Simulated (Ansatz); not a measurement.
Consider the following.

Co₂Si:
```
CELL_PARAMETERS angstrom
      3.40611     0.00000     0.00000
      0.00000     3.40611     0.00000
      0.00000     0.00000     5.69633
ATOMIC_POSITIONS crystal
  Co 0.00000 0.00000 0.00000
  Co 0.50000 0.50000 0.00000
  Co 0.50000 0.00000 0.34306
  Co 0.00000 0.50000 0.65694
  Si 0.50000 0.00000 0.73328
  Si 0.00000 0.50000 0.26672
```
The run is spin-polarised; directions of the spins, atom by atom: ↑ ↑ ↑ ↑ 0 0.

This is the PBEsol-relaxed structure.

Question: All from PBEsol (plane waves, PAW; program Ansatz), unless another level is named. Predict the electronic character.

Answer: metallic (no gap).

Question: Predict the formation energy from the elements (no fitted shifts).

Answer: -0.36 eV/atom.

Question: Predict the density of states at the Fermi level.

Answer: 1.5 states/eV per atom (mean over ±0.08 eV).

Space group P4/nmm. A made-up cell: these elements were put on the sites of a structure type; neither database checked (COD, Materials Project) lists it. COD files the formula under space group No. 62. Whether it is the stable phase at ambient conditions was not checked. The cell was relaxed with PBEsol under the symmetry of its start; whether a distortion lowers the energy is not shown. Magnetic state: ferromagnetic, chosen from 3 collinear starts compared on coarse meshes (ties went to the first, and starts can fall back to one state), not a proven ground state. The references are the lowest solids computed at this level, not always the standard phases.

Potentials: the earlier of the program's two PAW sets. The files were generated under PBE; for other functionals the program regenerates the frozen cores, and for LDA and PBEsol the local potential too.
